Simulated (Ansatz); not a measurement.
ZnInGaO4 (InGaZnO4 type, space group R3m)

```
ZnInGaO4
1.0
    1.65738     0.95689     8.58370
   -1.65738     0.95689     8.58370
    0.00000    -1.91377     8.58370
In Ga Zn O
1 1 1 4
Direct
  0.99705   0.99705   0.99705
  0.21287   0.21287   0.21287
  0.78131   0.78131   0.78131
  0.13627   0.13627   0.13627
  0.87883   0.87883   0.87883
  0.28876   0.28876   0.28876
  0.70491   0.70491   0.70491
```

The slice is a (0001) plane (indices of the conventional cell) through the point (0.879, 0.879, 0.879) (fractional), spanned by u = [1 0 -1] and v = [-1 2 -1] in vectors of this cell: u (3.31 Å) and v (5.74 Å, at 90° to u). It covers one period; positions are fractions (u, v).

All values below come from PBEsol (plane waves to 420 eV, PAW, scalar-relativistic; Ansatz, an electronic-structure program). k mesh 12×12×12. These are valence fields of a PAW run, semicore shells included where kept as valence: close to a nucleus they are smooth pseudo fields. ZnInGaO4 was relaxed with its symmetry unable to fall.

Q: Around which element is the density of the highest valence band (whole band, smooth part) largest on this plane?

A: O. Mean over a disc round each atom, of radius 0.45 times the shortest bond: O 0.021, Ga 0.001 e/Å³.

Q: What is the ELF at the density minimum of the shortest Ga–O line in this plane (1.91 Å)?

A: 0.3.

Q: What is the valence density on the shortest Ga–O line in this plane (1.91 Å), at its minimum between the atoms?

A: 0.68 e/Å³.

Q: Sketch the electron localisation function (ELF) on this plane as a map.

A: 
```
|xx@#-...-#@x|
|@@%*:   :*%@|
|*+=-.   .-=+|
|::..     ..:|
|  :..   ..: |
|xx.:.---.:.x|
|xx :=#%#=: x|
|x .-%@@@%-. |
|..:*@xxx@*:.|
|..-%@xxx@%-.|
|..-#@xxx@#-.|
|  :*%@@@%*: |
|  .-=+*+=-. |
|   ..:::..  |
|  ..:   :.. |
|--.:.xxx.:.-|
|%#=: xxx :=#|
|@@%-. x .-%@|
|xx@*:...:*@x|
|xx@%-...-%@x|
```
Scale: ten equal steps from 0.02 (start of ' ') to 0.82 (end of '@'), in the order ' .:-=+*#%@'. Values: electron localisation function (ELF). The map has 12 points along u (one character each, u = 0 at the left) and 20 along v (v = 0 in the bottom row). Points within 0.4 Å of a nucleus are blanked (x), as the pseudised field means little there.
